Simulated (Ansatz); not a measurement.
**Data sheet: KHg₂ (DFT)**

KHg2:
Space group Imma (No. 74); a = 5.192 Å, b = 8.011 Å, c = 9.093 Å, α = β = γ = 90.00°

| atom | site | symmetry | x | y | z |
|---|---|---|---|---|---|
| K | 4e | mm2 | 0.0000 | 0.2500 | 0.0503 |
| Hg | 8h | m.. | 0.0000 | 0.0561 | 0.6629 |
(The calculation used a cell of 6 atoms; values per cell refer to that cell.)

Space group Imma (No. 74); conventional cell a = 5.192 Å, b = 8.011 Å, c = 9.093 Å, α = β = γ = 90.00°.

Method: r²SCAN (plane waves, PAW; program Ansatz). Geometry: relaxed at this level of theory. Other levels are named where they apply.

Cell and energy:

- Volume per atom: 31.52 Å³
- Density: 7.73 g/cm³
- Formation energy from the elements (no fitted shifts): -0.29 eV/atom

Electronic structure:

- Electronic character: metallic (no gap)
- Density of states at the Fermi level: 0.55 states/eV per atom (mean over ±0.08 eV)

The workflow started from a Materials Project entry (that database holds measured and hypothetical structures alike); the Crystallography Open Database files this formula in space group No. 74, but the cells were not matched. Its standing as an ambient phase is unchecked. Symmetry was held in the r²SCAN relaxation; whether a distortion lowers the energy is not shown. Axis ratios of metals converge slowly with the k-mesh, so a and c are less sure than the volume. The references are the lowest solids computed at this level, not always the standard phases. Scalar-relativistic: spin–orbit coupling is off unless named, which matters more the heavier the elements.

Potentials: the later of the program's two PAW sets.
